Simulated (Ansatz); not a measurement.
TaRu (L1₀ or tetragonal B2, space group No. 123) under volume change, the program Ansatz at the r²SCAN level (PAW), shape and atoms relaxed at each volume.

| V (Å³/atom) | E − E(relaxed) (meV/atom) | P (GPa) |
|---|---|---|
| 14.309 | 125.5 | 30.76 |
| 14.780 | 52.8 | 18.91 |
| 15.252 | [?] | [?] |
| 15.724 | 0.0 | 0.00 |
| 16.196 | [?] | [?] |
| 16.667 | 42.9 | -13.85 |
| 17.139 | 91.9 | -19.31 |

Some entries are withheld; supply them.


- 16.196, E − E(relaxed) (meV/atom): 11.3
- 16.196, P (GPa): -7.46
- 15.252, E − E(relaxed) (meV/atom): 12.5
- 15.252, P (GPa): 8.73

What does a third-order Birch–Murnaghan fit give for V₀, B₀ and B′?

V₀ = 15.72 Å³/atom, B₀ = 268 GPa, B′ = 4.1.

Space group P4/mmm (L1₀ or tetragonal B2). The workflow started from an entry of the Crystallography Open Database (COD), which files this formula under 2 space groups. Its standing as an ambient phase is unchecked. The r²SCAN relaxation kept the symmetry of its start; whether a distortion lowers the energy is not shown. No spin polarisation was allowed. Scalar-relativistic: spin–orbit coupling is off unless named, which matters more the heavier the elements.

Potentials: the later of the program's two PAW sets.
